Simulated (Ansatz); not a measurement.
BN built on the NiAs prototype, relaxed with r2SCAN: 5 runs in the plane-wave code Ansatz, each a construction of maximally localised Wannier functions. Space group P6_3/mmc (No. 194), hexagonal; a = 2.491 Å, c = 4.001 Å in the conventional setting, 5.38 Å³ an atom. B is surrounded by 6 N at 1.75 Å; N is surrounded by 6 B at 1.75 Å. Spin-unpolarised throughout. Whether this structure exists isn't addressed.

```
B N
1.0
     2.49134    0.00000    0.00000
    -1.24567    2.15756    0.00000
     0.00000    0.00000    4.00106
B N
2 2
Direct
  0.00000 0.00000 0.00000
  0.00000 0.00000 0.50000
  0.33333 0.66667 0.25000
  0.66667 0.33333 0.75000
```

Windows count from the top of the filled bands; a dash means that no such window was set (without an outer window there is no disentanglement).

```csv
functional,SCF mesh,trial orbitals,functions,mesh,window (eV),frozen (eV),Ω total (Å²),Ω invariant (Å²),largest spread (Å²),least projectability
PBE,9×9×6,"N s, N p",8,9×9×4,–,–,7.41,6.28,1.09,0.78
PBE,9×9×6,"N s, N p",8,6×6×4,–,–,7.19,6.03,1.06,0.78
PBE,9×9×6,"N s, N p",8,12×12×6,–,–,7.60,6.49,1.12,0.78
r2SCAN,9×9×6,"N s, N p",8,9×9×4,–,–,7.26,6.15,1.07,0.79
HSE06,9×9×4,"N s, N p",8,9×9×4,–,–,7.17,6.05,1.05,0.79
```

For N s, N p with PBE the spread goes 7.19 Å² (6×6×4), 7.41 Å² (9×9×4), 7.60 Å² (12×12×6): finite differences on a coarse mesh understate it.
